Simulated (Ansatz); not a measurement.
**What moves the field gradients of Bi3BTeO9?**

Cell of run 1: a refined structure from the COD, taken as it stands.

Space group P6_3 (No. 173); a = 8.7510, c = 5.8981 Å, γ = 120.00°.

```csv
site,Wyckoff,site symmetry,x,y,z
B,2a,3..,0.0000,0.0000,0.4250
Bi,6c,1,0.2983,0.3462,0.1069
Te,2b,3..,0.6667,0.3333,0.0813
O11,6c,1,0.4599,0.2464,0.2679
O17,6c,1,0.5407,0.4147,0.8958
O23,6c,1,0.1009,0.1813,0.4333
```

One atom of each set is listed.

Relaxed positions (PBE, cell held):

B (0.0000, 0.0000, 0.4249)
Bi (0.2935, 0.3491, 0.1119)
Te (0.6667, 0.3333, 0.0813)
O11 (0.4586, 0.2466, 0.2717)
O17 (0.5381, 0.4147, 0.8884)
O23 (0.1047, 0.1812, 0.4319)

All runs are DFT with Ansatz 0.2.0 (plane waves and PAW, scalar-relativistic unless spin–orbit coupling is named, Γ-centred meshes, Fermi–Dirac smearing where given) in this cell.

Run 1: PBE, atoms as given; 420 eV, 3×3×4 k-points, smearing 0.02 eV.
Run 2: PBE, atoms relaxed; 420 eV, 3×3×4 k-points, smearing 0.02 eV.
Run 3: r2SCAN, at the relaxed atoms; 500 eV, 3×3×4 k-points, smearing 0.02 eV.
Run 4: PBE with spin–orbit coupling, at the relaxed atoms; 420 eV, 3×3×4 k-points, smearing 0.02 eV.

| run | Bi V_zz (η) | Te V_zz (η) | O11 V_zz (η) | O17 V_zz (η) | O23 V_zz (η) |
| --- | --- | --- | --- | --- | --- |
| 1 | -30.6 (0.30) | 2.32 (0.00) | 9.79 (0.87) | 9.06 (0.80) | -5.56 (0.41) |
| 2 | -23.6 (0.42) | 1.39 (0.00) | 10.28 (0.85) | 9.23 (0.79) | -5.48 (0.30) |
| 3 | -25.6 (0.36) | 1.38 (0.00) | 10.51 (0.80) | 9.53 (0.74) | -5.58 (0.32) |
| 4 | ? | ? | ? | ? | ? |

V_zz in 10²¹ V/m²; 5 of the 6 sets of like atoms are followed.

**Question.** Estimate the row of run 4.

**Answer.** Bi: -24.7 (0.39); Te: 1.47 (0.00); O11: 10.21 (0.93); O17: 9.17 (0.88); O23: -5.56 (0.24). It lies nearest to run 3, from whose tensors on these sites it differs by 0.94 at most (largest principal value of the difference, on Bi). Taken one at a time, the positions of the atoms (as given or relaxed) move the tensors on these sites by up to 8.18 (largest principal value of the change, on Bi), the functional (r2SCAN with its higher cutoff) by 2.01 (Bi), spin–orbit coupling by 1.13 (Bi).

In runs 1, 3 the atoms aren't at the calculated equilibrium (largest force 0.86, 0.47 eV/Å). The cell isn't the equilibrium one in run 1 (calculated pressure 7 GPa), and the entry's cell may itself be off.
